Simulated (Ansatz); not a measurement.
A geometry of Nb away from equilibrium: step 2 of the relaxation of a relaxed Nb cell displaced along its unstable phonon at q = (½, 0, 0) of its primitive reciprocal cell (130i cm⁻¹), largest move 0.15 Å. These are r2SCAN (plane waves to 500 eV, PAW, scalar-relativistic; Ansatz, an electronic-structure program) values and carry that method's errors. Γ-centred k-mesh 6×12×12 on the run's cell (coarser than for final values), Fermi–Dirac smearing 0.05 eV.

```xyz
2
Lattice="5.3267 0.0000 0.0000 0.0000 2.7128 0.0000 0.0000 0.0000 2.7216" Properties=species:S:1:pos:R:3:forces:R:3 pbc="T T T" free_energy=-9125.720 pressure_GPa=-1.3
Nb     0.0000     0.0000    -0.3463    0.0000    0.0000   -0.7162
Nb     2.6633     0.0000     0.3463    0.0000    0.0000    0.7162
```

Positions in Å, forces in eV/Å, free energy of the cell in eV (comparable only within this code, potentials and settings). Largest force: 0.72 eV/Å, on Nb1, Nb2 (atoms numbered as listed); the geometry lies 0.17 eV/atom above the end of its relaxation.

No spin polarisation in the result.

The run could not lose the symmetry of its start, so the end can be a saddle point.

The end of the path is a generated cell of Nb: the first start was made by placing the elements on the sites of a structure type, and the end was not matched to a known phase here, so it may be hypothetical. Known forms of Nb include space group No. 229.
